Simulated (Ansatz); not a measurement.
A relaxed database cell of GaPt₃: I4/mcm (No. 140), tI16; a = 5.470 Å, b = 5.470 Å, c = 7.887 Å, α = 90.00°, β = 90.00°, γ = 90.00°; Ga 4b (0.000, 0.500, 0.250); Pt 8h (0.289, 0.211, 0.000); Pt 4a (0.000, 0.000, 0.250). Method: PBEsol (plane waves to 420 eV, PAW, scalar-relativistic; Ansatz, a first-principles code). Element references, the lowest calculated here: Pt (Fm-3m), Ga (Cmce).

Problem. What is the computed formation energy of this I4/mcm form of GaPt3 from the elements (PBEsol)?

Solution. -0.46 eV/atom.

A lower structure of this composition may exist.

Static energies, no anion corrections, no zero-point energy. Values are rounded to 0.01 eV/atom. Not shown to be the ambient phase of their composition (a lower form may be missing, and a cell relaxed within its start's symmetry can be a saddle point): GaPt3 (I4/mcm). Spin-orbit coupling is missing from these energies, which matters for elements this heavy. The compounds carry no spin polarisation.
